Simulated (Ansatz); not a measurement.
Computed with Ansatz, DFT PBE, scalar-relativistic, plane waves, PAW. Settings: cutoff 420 eV, Γ-centred meshes spaced at most about 0.3 Å⁻¹, and about 0.25 Å⁻¹ or finer for metals (2π included), Gaussian smearing. No spin polarisation in the final relaxations.

These are static total energies at zero pressure. All come from trial cells, and lower structures may exist.

Question: Order these relaxed structures of HfSi4 by energy, lowest first, with the energy over the lowest of them.
A.

```xyz
5
Lattice="5.1827 0.0000 0.0000 -2.5914 4.4884 0.0000 0.0000 0.0000 5.1328" Properties=species:S:1:pos:R:3 pbc="T T T"
Hf    0.0000    0.0000    2.5664
Si    2.5914    0.0000    2.5664
Si   -1.2957    2.2442    2.5664
Si    1.2957    2.2442    2.5664
Si    0.0000    0.0000    0.0000
```

B.

```xyz
10
Lattice="0.0000 4.7024 4.7024 4.7024 0.0000 4.7024 4.7024 4.7024 0.0000" Properties=species:S:1:pos:R:3 pbc="T T T"
Hf    0.0000    0.0000    0.0000
Hf    2.3512    2.3512    2.3512
Si    3.8564    3.8564    3.8564
Si    5.5484    5.5484    3.8564
Si    5.5484    3.8564    5.5484
Si    6.2076    6.2076    7.8996
Si    7.8996    7.8996    7.8996
Si    3.8564    5.5484    5.5484
Si    6.2076    7.8996    6.2076
Si    7.8996    6.2076    6.2076
```

C.

```xyz
5
Lattice="-2.9443 2.9443 2.9443 2.9443 -2.9443 2.9443 2.9443 2.9443 -2.9443" Properties=species:S:1:pos:R:3 pbc="T T T"
Hf    0.0000    0.0000    0.0000
Si    1.4722    1.4722   -1.4722
Si    1.4722   -1.4722    1.4722
Si   -1.4722    1.4722    1.4722
Si    1.4722    1.4722    1.4722
```

D.

```xyz
5
Lattice="5.8095 0.0000 0.0000 0.0000 5.8095 0.0000 0.0000 0.0000 4.2990" Properties=species:S:1:pos:R:3 pbc="T T T"
Hf    2.9048    2.9048    2.1495
Si    4.6052    2.9048    0.0000
Si    1.2043    2.9048    0.0000
Si    2.9048    4.6052    0.0000
Si    2.9048    1.2043    0.0000
```

Answer: C (0 meV/atom), D (111 meV/atom), A (175 meV/atom), B (245 meV/atom). Forms: C Im-3m; D P4/mmm; A P6/mmm; B Fd-3m. Counting Si atoms around Hf (those within 1.25 times the shortest such distance or 1.15 times the sum of covalent radii): C has Hf 8; D has Hf 8; A has Hf 8; B has Hf 4. D holds Si–Si nets (shortest 2.40 Å); B holds Si–Si units of three or more atoms (shortest 2.39 Å) (bonds between like non-metal atoms; other contacts aren't counted). Even the lowest lies +0.28 eV/atom against the elements.

Spin–orbit coupling, which can matter for Hf, is left out. Cells relaxed within their symmetry can be saddle points. Some structure types and database cells were kept out of the candidates from the start, so a known form may be missing.
